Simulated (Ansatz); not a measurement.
# Al4CoNi3 (Im-3m) at 3 levels of theory

One geometry, relaxed with PBE; plane waves with PAW potentials in Ansatz, scalar-relativistic. Collinear spin, ending at 1.0 μB a primitive cell. Gaps are the least over mesh and band path; pressure is positive in compression.

Space group Im-3m (No. 229). a = 5.774 Å, b = 5.774 Å, c = 5.774 Å, α = 90.00°, β = 90.00°, γ = 90.00°
| atom | site | symmetry | x | y | z |
| --- | --- | --- | --- | --- | --- |
| Al | 8c | .-3m | 0.2500 | 0.7500 | 0.2500 |
| Co | 2a | m-3m | 0.0000 | 0.0000 | 0.0000 |
| Ni | 6b | 4/mm.m | 0.0000 | 0.5000 | 0.0000 |

| level | cutoff (eV) | k mesh | gap (eV) | pressure (GPa) | largest moment (μB) |
| --- | --- | --- | --- | --- | --- |
| PBE | 420 | 10×10×10 | 0 | 0.0 | 0.75 |
| r2SCAN | 500 | 10×10×10 | 0 | -4.0 | 1.26 |
| PBEsol | 420 | 10×10×10 | 0 | -5.4 | 0.63 |

The state reached may not be the lowest one.

It was reached by relaxing an invented guess, and it needn't be the stable form of this composition.
